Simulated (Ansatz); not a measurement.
Crystals of one structure type (CsCl type) and one family of elements, relaxed and computed with PBEsol (plane waves, PAW; program Ansatz).

```
crystal  V (Å³/atom)  highest Γ mode, no LO–TO term (cm⁻¹)
-------  -----------  ------------------------------------
ScZn           17.99                                   202
LuZn           20.18                                   143
YZn            21.82                                     ?
LaZn           25.10                                   122
LaHg           28.24                                    80
```

Q: Fit a straight line to ln ω against ln V and predict the withheld value.

A: Least squares on the 4 shown rows: ln ω = -1.80 × ln V + (10.470), with a scatter of 9 %. For YZn this gives 137. The run itself gave 148, within the scatter.

Standing as an ambient phase not checked: ScZn, CsCl type; LuZn, CsCl type; YZn, CsCl type; LaZn, CsCl type; LaHg, CsCl type. All cells were relaxed under the symmetry of their starts (and spin orders); stability against distortions was not tested throughout. Rows with no word on spin ran without spin polarisation. Scalar-relativistic: spin–orbit coupling is off unless named, which matters more the heavier the elements.

Potentials: the later of the program's two PAW sets.
